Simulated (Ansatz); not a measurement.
TeAs (Fm-3m), a sublattice moved along a line

Computed with DFT PBEsol+D3(BJ), scalar-relativistic, plane waves, PAW in Ansatz. Settings: plane waves to 420 eV, k-mesh 18×18×18 (Γ-centred), Gaussian smearing 0.15 eV. No spin polarisation. Energies are free energies at this smearing, counted from the undisturbed cell; pressure is positive in compression.

Reference structure (relaxed at this level; with this scan's settings it stands at -0.2 GPa; it needn't be the usual structure):

```yaml
crystal:
  lattice:
    - [0.00000, 2.88744, 2.88744]
    - [2.88744, 0.00000, 2.88744]
    - [2.88744, 2.88744, 0.00000]
  atoms:
    - { symbol: Te, position: [0.50000, 0.50000, 0.50000] }
    - { symbol: As, position: [0.00000, 0.00000, 0.00000] }
```

Every Te atom is moved by x along the Cartesian unit vector (0.000, 0.000, -1.000); the cell and all other atoms stay fixed. The cell is metallic on the mesh throughout.

| x (Å) | ΔE (meV/cell) |
| --- | --- |
| -0.5000 | 648.9 |
| -0.2500 | 150.3 |
| 0.0000 | 0.0 |
| 0.3750 | 344.2 |

(1) Predict the force along x on the moved atoms (eV/Å) at each point.

Answers

(1)
| x (Å) | force along x on the moved atoms (eV/Å) |
| --- | --- |
| -0.5000 | 2.99 |
| -0.2500 | 1.22 |
| 0.0000 | 0.00 |
| 0.3750 | -1.92 |

Cost: 4 runs of about 2.1 core-minutes in all, on Intel Xeon Platinum 8259CL (Skylake/Cascade Lake) (shared hosts).